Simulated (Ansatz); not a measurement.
# K: stationary points along a deformation path

Theory: DFT r2SCAN, scalar-relativistic, plane waves, PAW in Ansatz 0.2.0. The runs took a 500 eV cutoff, a Γ-centred 12×12×12 mesh and Gaussian smearing (0.15 eV). No spin polarisation. Energies are free energies at this smearing, counted from the undisturbed cell; pressure is positive in compression.

The starting cell (as given, not relaxed at this level; it stands at 0.0 GPa; this simple cubic form isn't the usual structure):

```
K
1.0
     4.31044    0.00000    0.00000
     0.00000    4.31044    0.00000
     0.00000    0.00000    4.31044
K
1
Cartesian
  0.0000 0.0000 0.0000
```

At fixed volume and fractional coordinates, lengths along (0.577, 0.577, 0.577) are scaled against those across it; ρ is that ratio over its starting value. V = 80.087 Å³/atom. Δσ is the stress along the axis less the mean stress across it (compression positive).

```
    ρ  ΔE (meV/atom)  Δσ (GPa) space group
0.500         -106.7      0.00        Im-3m
0.710          -46.6     -0.70         R-3m
1.000            0.0      0.00        Pm-3m
1.410          -46.4      0.68         R-3m
2.000         -107.5      0.00        Fm-3m
```

Question: How does the stress give the slope of the energy, and where is the energy stationary?

Answer: Along the path d ln(length) is 2/3 d ln ρ on the axis and −1/3 d ln ρ across it, so dE/d ln ρ = −(2/3) V Δσ: the energy falls with ρ where Δσ is positive. Δσ vanishes or changes sign at ρ = 0.500 (Im-3m, an end of the scan), at -106.7 meV/atom; at ρ = 1.000 (Pm-3m), a maximum at 0.0 meV/atom; at ρ = 2.000 (Fm-3m, an end of the scan), at -107.5 meV/atom. Pairs of stationary points between two samples would go unseen, and could change a minimum read from distant neighbours into a maximum. At ρ = 0.500, 1.000, 2.000 the cell is cubic, where symmetry alone makes the stress isotropic and the slope zero.

Question: Is the start the lowest point of the path?

Answer: No: ρ = 2.000 lies 107.5 meV/atom lower, with no sampled rise above the start on the way. Volume and inner coordinates are held, so a relaxed structure there would lie lower still.

In a metal these slopes depend on the k mesh and the smearing.